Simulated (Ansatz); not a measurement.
BP:
```
BP
1.0
    2.69076     0.00000     0.00000
    0.00000     2.69076     0.00000
    0.00000     0.00000     2.69076
B P
1 1
Direct
  0.00000   0.00000   0.00000
  0.50000   0.50000   0.50000
```

Relaxed with PBEsol. Special points in fractions of this cell's reciprocal vectors: Γ (0.000, 0.000, 0.000); X (0.000, 0.500, 0.000); M (0.500, 0.500, 0.000); R (0.500, 0.500, 0.500).

List the band energies nearest the Fermi level at these points for the program Ansatz at the PBEsol level (PAW).

In eV from the Fermi level; about four levels below and three above (degenerate sets whole), none deeper than 8.9 eV; … stands for higher levels left out; points with the same levels are listed once.

| k | below | above |
|---|---|---|
| Γ | -1.13 -1.13 -1.13 | 2.54 4.20 4.20 |
| X | – | 2.89 2.89 3.52 3.52 |
| M | -8.34 -8.34 -6.14 | 5.23 5.71 … |
| R | -3.90 -3.90 -3.90 -3.26 -3.26 -3.26 | … |

Space group Pm-3m (CsCl type). The start of the workflow was typed in or built on a structure type; neither database checked (COD, Materials Project) lists it. It is not the phase usual at ambient conditions (space group No. 216). Symmetry was held in the PBEsol relaxation. At this level the phase is dynamically unstable (imaginary phonons). The volume moved by 16 % from the start of the relaxation. Its formation energy is positive at this level, so the cell may be metastable or incomplete.

Potentials: the earlier of the program's two PAW sets. The files were generated under PBE; for other functionals the program regenerates the frozen cores, and for LDA and PBEsol the local potential too.
